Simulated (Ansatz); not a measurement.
# KTlO₂ (R-3m): the size of the finite step

```
K Tl O
1.0
     1.72303    0.99479    6.05762
    -1.72303    0.99479    6.05762
     0.00000   -1.98959    6.05762
K Tl O
1 1 2
Cartesian
  0.0000 0.0000 9.0864
  0.0000 0.0000 0.0000
  0.0000 0.0000 13.3121
  0.0000 0.0000 4.8607
```

The conventional cell has a = 3.446 Å, b = 3.446 Å, c = 18.173 Å, α = 90.00°, β = 90.00°, γ = 120.00°. Around K (atom 1) lie 6 O at 2.70 Å. Around Tl (atom 2) lie 6 O at 2.32 Å. Around O (atom 3) lie 3 Tl at 2.32 Å.

Unless marked otherwise, the numbers come from PBEsol, PAW on Ansatz 0.2.0's default frozen-core files (fitted under PBE), scalar-relativistic. k mesh 8×8×8, strains of ±0.005, fixed occupations, cutoff 420 eV. The cell was relaxed by PAW under this functional. The structure is one entry of a database and needn't be the stable phase.

(1) Elastic constants come from stresses at strains of ±0.005 (two-point stencil): C11 = 138.2, C12 = 77.9, C13 = 46.0, C14 = -3.2, C33 = 126.1, C44 = 31.6 GPa. What does an amplitude of 0.0002 give?

Results:

(1) C11 = 138.6, C12 = 78.1, C13 = 46.3, C14 = -3.2, C33 = 126.9, C44 = 31.9 GPa. Nothing moves by 1 %. Steps under 0.001 aren't safe in general, since the basis can change from cell to cell and the noise grows as 1/δ.

Caveats: frozen-core PAW files fitted under PBE, their cores solved anew for the functional of the run; no spin-orbit coupling on heavy atoms.
